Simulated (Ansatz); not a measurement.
**NiTe2: computed property card**

NiTe$_{2}$:
```cif
data_NiTe2
_chemical_formula_sum 'Ni1 Te2'
_space_group_name_H-M_alt 'P-3m1'
_space_group_IT_number 164
_space_group_name_Hall '-P 3 2"'
_cell_length_a 3.79516
_cell_length_b 3.79516
_cell_length_c 5.11270
_cell_angle_alpha 90.000
_cell_angle_beta 90.000
_cell_angle_gamma 120.000
loop_
_atom_site_label
_atom_site_type_symbol
_atom_site_symmetry_multiplicity
_atom_site_Wyckoff_symbol
_atom_site_fract_x
_atom_site_fract_y
_atom_site_fract_z
_atom_site_occupancy
Ni1 Ni 1 a 0.00000 0.00000 0.00000 1
Te1 Te 2 d 0.33333 0.66667 0.25195 1
```

Space group P-3m1 (No. 164), CdI2 type; conventional cell a = b = 3.7952 Å, c = 5.1127 Å, α = β = 90.00°, γ = 120.00°.

Method: the program Ansatz at the LDA level (PAW). Geometry: relaxed at this level of theory. Other levels are named where they apply.

### Cell and energy

| Item | Result |
|---|---|
| Volume per atom | 21.26 Å³ |
| Density | 8.17 g/cm³ |
| Formation energy from the elements (no fitted shifts) | -0.27 eV/atom |

### Electronic structure

| Item | Value |
|---|---|
| Electronic character | metallic (no gap) |
| Density of states at the Fermi level | 0.50 states/eV per atom (mean over ±0.08 eV) |

### Mechanics

| Property | Result |
|---|---|
| Bulk modulus (Birch–Murnaghan fit) | 65.2 GPa |
| Pressure derivative B′ | 8.6 |

### Phonons

| Property | Value |
|---|---|
| Highest zone-centre frequency | 228 cm^-1 |
| Zone-centre stability | no imaginary mode at Γ |

The workflow started from a Materials Project entry (that database holds measured and hypothetical structures alike); the Crystallography Open Database files this formula in space group No. 164, but the cells were not matched. Whether it is the stable phase at ambient conditions was not checked. The cell was relaxed with LDA under the symmetry of its start. The run is not spin-polarised. A crystal of weakly bound layers computed without a dispersion correction: the cell and the soft elastic constants depend strongly on that. As this level gives no gap, phonon frequencies hold no LO–TO term and depend on the k-mesh and smearing (Fermi–Dirac, 0.1 eV here). The references are the lowest solids computed at this level, not always the standard phases. Spin–orbit coupling is left out wherever it is not named.

Potentials: the later of the program's two PAW sets.
